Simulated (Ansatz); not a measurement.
Method: PBEsol, no spin polarisation; PAW, plane waves to 420 eV, 7×7×7 Γ-centred mesh, fermi-dirac occupations (width 0.1 eV) (Ansatz 0.2.0), atoms fixed.

Computed maps in the lattice plane spanned by b (left to right, 6.49 Å, 20 points from zero) and c (bottom to top, 6.49 Å, 20 points from zero), 60° apart, at height 0.250 along a. The fields are smooth PAW ones with compensation charges, not the true ones near nuclei.

Valence density. Digits on a logarithmic scale: 0 up to 0.03 e/Å³, each further digit a factor of 1.6, 9 from 1.3 e/Å³ up:
```
55665432223456655555
57888753223578887555
57899975323579998755
57897997522579979875
45897098632368907985
44689999742247999986
43468998752125789986
42245777642112467775
32223455532111235554
32222333322222222333
23444322222345432222
24677642223567765322
24799974223578987532
24799997423579999753
33699999633479909974
32479999742358977985
42247999742246899986
42224677642224688886
43222344432223457775
44443322223344445555
```

Task: The cell is Co₂WCl₆. Which atoms lie within 0.2 Å of this plane, and where (fractions of b and c)?

Result: Co at (0.25, 0.25), Cl at (0.76, 0.76), Cl at (0.76, 0.24), Cl at (0.24, 0.76). The whole cell:
```
CELL_PARAMETERS angstrom
0.00000 4.58795 4.58795
4.58795 0.00000 4.58795
4.58795 4.58795 0.00000
ATOMIC_POSITIONS crystal
W 0.00000 0.00000 0.00000
Co 0.25000 0.25000 0.25000
Co 0.75000 0.75000 0.75000
Cl 0.23700 0.76300 0.76300
Cl 0.76300 0.23700 0.76300
Cl 0.76300 0.23700 0.23700
Cl 0.23700 0.76300 0.23700
Cl 0.76300 0.76300 0.23700
Cl 0.23700 0.23700 0.76300
```

Origin: a known structure type with other elements, at an estimated volume, so it need not be a known compound. Caveats: no spin polarisation, so a magnetic state may lie lower; atoms or cell far from equilibrium.
